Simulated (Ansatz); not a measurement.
Relaxed MgTl (CsCl type):

```
CELL_PARAMETERS angstrom
      7.12858     0.00000     0.00000
      3.56429     3.56429     0.00000
      3.56429     0.00000     3.56429
ATOMIC_POSITIONS crystal
  Mg 0.00000 0.00000 0.00000
  Mg 0.50000 0.00000 0.00000
  Tl 0.75000 0.50000 0.50000
  Tl 0.25000 0.50000 0.50000
```

The atoms are displaced by Q × the pattern below (from a DFPT mode at R = (0.5, 0.5, 0.5), largest move 1; Q in Å), at fixed cell. It is one choice among 3 degenerate patterns. (q is in reciprocal vectors of the primitive cell; the cell shown is doubled to hold the pattern.)

```
atom      x      y       z
----  -----  -----  ------
Tl3   0.000  0.000   1.000
Tl4   0.000  0.000  -1.000
```

Atoms not listed stay in place.

These are LDA (plane waves to 420 eV, PAW, scalar-relativistic; Ansatz, an electronic-structure program) values and carry that method's errors. k mesh 13×13×13 (Γ-centred), Fermi-Dirac smearing 0.05 eV. With partly filled bands, energies and forces of such displacements shift with the k mesh and the smearing. MgTl was relaxed with its symmetry unable to fall. Spin-orbit coupling is left out, though Tl is heavy.

At one point of the scan the forces (eV/Å) are:

| atom | Fx | Fy | Fz |
|---|---|---|---|
| Mg1 | 0.000 | 0.000 | 0.000 |
| Mg2 | 0.000 | 0.000 | 0.000 |
| Tl3 | 0.000 | 0.000 | -0.149 |
| Tl4 | 0.000 | 0.000 | 0.149 |

Problem. Which point is it?
A. Q = 0.090 Å
B. Q = 0.180 Å
C. Q = 0.060 Å
D. Q = 0.150 Å

Solution. C, Q = 0.060 Å

(A displaced cell: forces are minus the slopes of the energy, force constants its curvatures, and phonons follow from these.)
